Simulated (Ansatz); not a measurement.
SrCd, DFT, LDA, all-electron LAPW, scalar-relativistic (Ansatz 0.2.0), run on 1 thread of Arm Neoverse V2 on a shared host.

The cell is COD entry 2310286, as deposited and not checked against the literature; nothing was relaxed. The listed cell was then made from it by scaling, straining or moving an atom.

Command: `ansatz run input.yaml --threads 1 --pin off --max-ram 3072MiB --backend cpu --events-out ev --progress --plain --runs-dir out`

```yaml
crystal:
  lattice:
    - [3.9488987734, 0.0, 0.0]
    - [0.0, 3.9488987734, 0.0]
    - [0.0, 0.0, 3.9488987734]
  atoms:
    - { symbol: Sr, position: [0.5, 0.5, 0.5] }
    - { symbol: Cd, position: [0.0, 0.0, 0.0] }
kpoints:
  mp_grid: { grid: [10, 10, 10] }
  band_path:
    path:
      - [0.0, 0.0, 0.0]
      - [0.0, 0.5, 0.0]
      - [0.5, 0.5, 0.0]
      - [0.0, 0.0, 0.0]
      - [0.5, 0.5, 0.5]
      - [0.0, 0.5, 0.0]
      - [0.5, 0.5, 0.5]
      - [0.5, 0.5, 0.0]
    npoints: 5
scf:
  occupations: { method: fermi_dirac, width: 0.08 }
hamiltonian:
  xc: lda
  pseudopotentials: { kind: all_electron, lapw: { basis_error: 0.0005 } }
output:
  forces: true
  stress: true
  eigenvalues: true
```

Q: How large is the problem that the program sets up?

A: 56 irreducible k-points, 251 plane waves at Γ, 28 bands.

Q: About how long does it take, and how much memory does it use?

A: 17 s of wall time for 10 SCF iterations, with a peak of 0.35 GiB. Times on shared machines scatter by tens of per cent.
